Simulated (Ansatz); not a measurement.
Profile along the Ta–O line in KTaO3 (cubic perovskite)

KTaO3 (cubic perovskite)

```
CELL_PARAMETERS angstrom
      3.98532     0.00000     0.00000
      0.00000     3.98532     0.00000
      0.00000     0.00000     3.98532
ATOMIC_POSITIONS crystal
  K  0.00000 0.00000 0.00000
  Ta 0.50000 0.50000 0.50000
  O  0.00000 0.50000 0.50000
  O  0.50000 0.50000 0.00000
  O  0.50000 0.00000 0.50000
```

Fields along a shortest Ta–O line of a {210} plane (1.99 Å), from Ta to O, interpolated on the slice's grid (step about 0.3 Å). These are PBEsol (plane waves to 420 eV, PAW, scalar-relativistic; Ansatz, a program for electronic structure) values and carry that method's errors. k mesh 8×8×8. These are valence fields of a PAW run, semicore shells included where kept as valence: close to a nucleus they are smooth pseudo fields. KTaO3 is run without spin polarisation. KTaO3 was relaxed with its symmetry unable to fall. Spin-orbit coupling is left out, though Ta is heavy.

```json
[
 {"distance from Ta (Å)": "0.00", "valence electron density (e/Å³)": "3.07", "electron localisation function": "x", "density of the highest valence band (e/Å³)": "0.000", "density of the lowest conduction band (e/Å³)": "0.000"},
 {"distance from Ta (Å)": "0.20", "valence electron density (e/Å³)": "3.86", "electron localisation function": "x", "density of the highest valence band (e/Å³)": "0.003", "density of the lowest conduction band (e/Å³)": "0.002"},
 {"distance from Ta (Å)": "0.40", "valence electron density (e/Å³)": "4.56", "electron localisation function": "x", "density of the highest valence band (e/Å³)": "0.005", "density of the lowest conduction band (e/Å³)": "0.003"},
 {"distance from Ta (Å)": "0.60", "valence electron density (e/Å³)": "3.43", "electron localisation function": "0.73", "density of the highest valence band (e/Å³)": "0.002", "density of the lowest conduction band (e/Å³)": "0.003"},
 {"distance from Ta (Å)": "0.80", "valence electron density (e/Å³)": "1.68", "electron localisation function": "0.44", "density of the highest valence band (e/Å³)": "0.002", "density of the lowest conduction band (e/Å³)": "0.002"},
 {"distance from Ta (Å)": "0.99", "valence electron density (e/Å³)": "0.96", "electron localisation function": "0.30", "density of the highest valence band (e/Å³)": "0.006", "density of the lowest conduction band (e/Å³)": "0.001"},
 {"distance from Ta (Å)": "1.19", "valence electron density (e/Å³)": "1.04", "electron localisation function": "0.50", "density of the highest valence band (e/Å³)": "0.020", "density of the lowest conduction band (e/Å³)": "0.001"},
 {"distance from Ta (Å)": "1.39", "valence electron density (e/Å³)": "2.16", "electron localisation function": "0.79", "density of the highest valence band (e/Å³)": "0.043", "density of the lowest conduction band (e/Å³)": "0.003"},
 {"distance from Ta (Å)": "1.59", "valence electron density (e/Å³)": "4.51", "electron localisation function": "x", "density of the highest valence band (e/Å³)": "0.057", "density of the lowest conduction band (e/Å³)": "0.005"},
 {"distance from Ta (Å)": "1.79", "valence electron density (e/Å³)": "6.90", "electron localisation function": "x", "density of the highest valence band (e/Å³)": "0.035", "density of the lowest conduction band (e/Å³)": "0.006"},
 {"distance from Ta (Å)": "1.99", "valence electron density (e/Å³)": "7.66", "electron localisation function": "x", "density of the highest valence band (e/Å³)": "0.005", "density of the lowest conduction band (e/Å³)": "0.005"}
]
```

x: too close to a nucleus for the ELF to mean much. Band densities are of whole bands, smooth part only.

Density on the Ta–O line (1.99 Å) at its density minimum, 1.1 Å from Ta: 0.90 e/Å³. ELF at that point: 0.36. Character of the Ta–O contact (rough rule: ELF there above 0.7 covalent, below 0.2 ionic, polar between): polar, between covalent and ionic.
